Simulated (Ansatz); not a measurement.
Total density of states per atom from DFT-r²SCAN in the program Ansatz with PAW potentials, in 0.25 eV bins, energy from the Fermi level:

(E (eV), states/eV/atom): (-7.75, 0.00); (-7.50, 0.01); (-7.25, 0.03); (-7.00, 0.05); (-6.75, 0.06); (-6.50, 0.07); (-6.25, 0.09); (-6.00, 0.12); (-5.75, 0.24); (-5.50, 0.55); (-5.25, 1.01); (-5.00, 1.33); (-4.75, 1.73); (-4.50, 1.66); (-4.25, 1.43); (-4.00, 1.19); (-3.75, 0.92); (-3.50, 1.09); (-3.25, 1.18); (-3.00, 1.06); (-2.75, 1.04); (-2.50, 1.20); (-2.25, 1.06); (-2.00, 1.34); (-1.75, 1.82); (-1.50, 2.07); (-1.25, 1.15); (-1.00, 1.19); (-0.75, 1.32); (-0.50, 1.22); (-0.25, 1.32); (0.00, 1.03); (0.25, 0.95); (0.50, 0.69); (0.75, 0.52); (1.00, 0.39); (1.25, 0.45); (1.50, 0.57); (1.75, 0.64); (2.00, 1.30); (2.25, 1.38); (2.50, 1.19); (2.75, 0.97); (3.00, 0.80); (3.25, 0.99); (3.50, 1.06); (3.75, 0.60); (4.00, 0.53)

### Question
Which of these materials gives this?
A. VPt3, Cu3Au type
B. YPd3, Cu3Au type
C. NbRu3, Cu3Au type
D. PmIn3, Cu3Au type

### Answer
C, NbRu3, Cu3Au type. Within 0.5 eV of the Fermi level: Ru 4d 77 %, Nb 4d 13 %. Projections are on Löwdin-orthogonalised atomic valence shells; empty p or d shells of many metals are not among them.

Space group Pm-3m (Cu3Au type). The first step of the workflow began from a Materials Project structure, measured or hypothetical; the Crystallography Open Database copy checked does not list it. With Nb and Ru taken as one species the cell has the higher symmetry Fm-3m, so it may be an ordered model of a mixed-site phase. Its standing as an ambient phase is unchecked. Symmetry was held in the r²SCAN relaxation; its stability against distortions is not shown here. No spin polarisation was allowed. Spin–orbit coupling is left out wherever it is not named.

Potentials: the later of the program's two PAW sets.
